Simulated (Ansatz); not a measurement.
Zr₃Si₂:
```yaml
crystal:
  lattice:
    - [7.10569, 0.00000, 0.00000]
    - [0.00000, 7.10569, 0.00000]
    - [0.00000, 0.00000, 3.70832]
  atoms:
    - { symbol: Zr, position: [0.17387, 0.67387, 0.50000] }
    - { symbol: Zr, position: [0.82613, 0.32613, 0.50000] }
    - { symbol: Zr, position: [0.32613, 0.17387, 0.50000] }
    - { symbol: Zr, position: [0.67387, 0.82613, 0.50000] }
    - { symbol: Zr, position: [0.00000, 0.00000, 0.00000] }
    - { symbol: Zr, position: [0.50000, 0.50000, 0.00000] }
    - { symbol: Si, position: [0.62189, 0.12189, 0.00000] }
    - { symbol: Si, position: [0.37811, 0.87811, 0.00000] }
    - { symbol: Si, position: [0.87811, 0.62189, 0.00000] }
    - { symbol: Si, position: [0.12189, 0.37811, 0.00000] }
```

Relaxed with r²SCAN. Special points in fractions of this cell's reciprocal vectors: Γ (0.000, 0.000, 0.000); X (0.000, 0.500, 0.000); M (0.500, 0.500, 0.000); Z (0.000, 0.000, 0.500); R (0.000, 0.500, 0.500); A (0.500, 0.500, 0.500).

### Question
List the band energies nearest the Fermi level at these points for r²SCAN with spin–orbit coupling in the plane-wave PAW code Ansatz.

### Answer
In eV from the Fermi level; about four levels below and three above (degenerate sets whole), none deeper than 8.9 eV; points with the same levels are listed once.

| k | below | above |
|---|---|---|
| Γ | -0.27 -0.27 -0.24 -0.24 | 0.93 0.93 1.06 1.06 |
| X | -0.38 -0.38 -0.38 -0.38 | 0.39 0.39 0.39 0.39 |
| M | -0.09 -0.09 -0.09 -0.09 | 0.05 0.05 0.05 0.05 |
| Z | -0.62 -0.62 -0.14 -0.14 | 0.09 0.09 0.15 0.15 |
| R | -0.52 -0.52 -0.52 -0.52 | 0.05 0.05 0.05 0.05 |
| A | -0.64 -0.64 -0.64 -0.64 | 2.05 2.05 2.05 2.05 |

Space group P4/mbm. The workflow started from a Materials Project entry (that database holds measured and hypothetical structures alike); the Crystallography Open Database copy checked does not list it. Its standing as an ambient phase is unchecked. Symmetry was held in the r²SCAN relaxation; its stability against distortions is not shown here. No spin polarisation was allowed.

Potentials: the later of the program's two PAW sets.
